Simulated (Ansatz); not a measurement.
Does relaxation matter for the field gradients of NaF with oxygen replacing F?

Start: a supercell of NaF (rock salt type, Fm-3m) built from a computed structure from the Materials Project (it need not be an observed phase), with all atoms left at the host's positions.

Space group Fm-3m (No. 225); a = 13.7154 Å.

| site | Wyckoff | site symmetry | x | y | z |
| --- | --- | --- | --- | --- | --- |
| Na1 | 32f | .3m | 0.3333 | 0.8333 | 0.8333 |
| Na2 | 24e | 4m.m | 0.5000 | 0.0000 | 0.8333 |
| Na6 | 48h | m.m2 | 0.8333 | 0.1667 | 0.0000 |
| Na27 | 4a | m-3m | 0.0000 | 0.5000 | 0.5000 |
| O | 4b | m-3m | 0.5000 | 0.0000 | 0.0000 |
| F29 | 48i | m.m2 | 0.6667 | 0.1667 | 0.0000 |
| F32 | 32f | .3m | 0.8333 | 0.1667 | 0.1667 |
| F42 | 24e | 4m.m | 0.0000 | 0.5000 | 0.3333 |

One atom of each set is listed; the run and its k-mesh use a cell of 54 atoms with edges of 9.70, 9.70, 9.70 Å.

Level of theory: DFT, PBE, plane waves and PAW, scalar-relativistic, 420 eV cutoff, Γ-centred 3×3×3 k-points, Fermi–Dirac smearing 0.01 eV, cell charge -1 (Ansatz 0.2.0).

The largest force at the start is 0.82 eV/Å. Relaxing the ions at fixed cell moves them by 0.089 Å at most (atom 2, Na) and 0.044 Å rms.

```csv
site,moved (Å),first shell before,first shell after,V_zz before (10²¹ V/m²),η before
Na1,0.025,6 F at 2.29 Å,6 F at 2.27–2.30 Å,-0.085,0.00
Na2,0.089,"5 F at 2.29 Å, 1 O at 2.29 Å","1 O at 2.20 Å, 5 F at 2.34–2.38 Å",-1.22,0.00
Na6,0.003,6 F at 2.29 Å,6 F at 2.24–2.29 Å,0.11,0.24
O,0.000,6 Na at 2.29 Å,6 Na at 2.20 Å,0.00,–
F29,0.066,6 Na at 2.29 Å,6 Na at 2.24–2.34 Å,-1.03,0.05
F32,0.000,6 Na at 2.29 Å,6 Na at 2.29–2.30 Å,0.25,0.00
F42,0.004,6 Na at 2.29 Å,6 Na at 2.28–2.38 Å,-0.25,0.00
```

Problem. How do the gradients change?

Solution. 

```
site  V_zz after  η after  change of V_zz
 Na1        0.10     0.00           +0.19
 Na2       -1.63     0.00           -0.41
 Na6        0.21     0.60           +0.10
   O        0.00        –            0.00
 F29       -0.74     0.14           +0.29
 F32        0.20     0.00           -0.05
 F42       0.029     0.00           +0.28
```

The largest change of V_zz is on Na2, from -1.22 to -1.63. In per cent, |V_zz| changes by +34 on Na, -28 on F (all sites that start above 0.5). On Na6 V_xx and V_yy change places (or their axes turn by over 50°), so the two values of η hide a larger change. V_zz changes sign on F42 (same axis), Na1 (same axis). Other sites without a gradient aren't listed.

The defect repeats with the cell of 54 atoms, so it feels its images: sites between two images don't show the values beside a lone defect, and zeros or small values of η there can come from the images' arrangement. A uniform background compensates the cell's charge.
Before: The neighbours have not yet relaxed around the defect (largest force 0.82 eV/Å), so a real crystal will differ.
After: The relaxation keeps the site symmetry m-3m of the start, so the impurity can't leave its site; a start off the site could end lower.
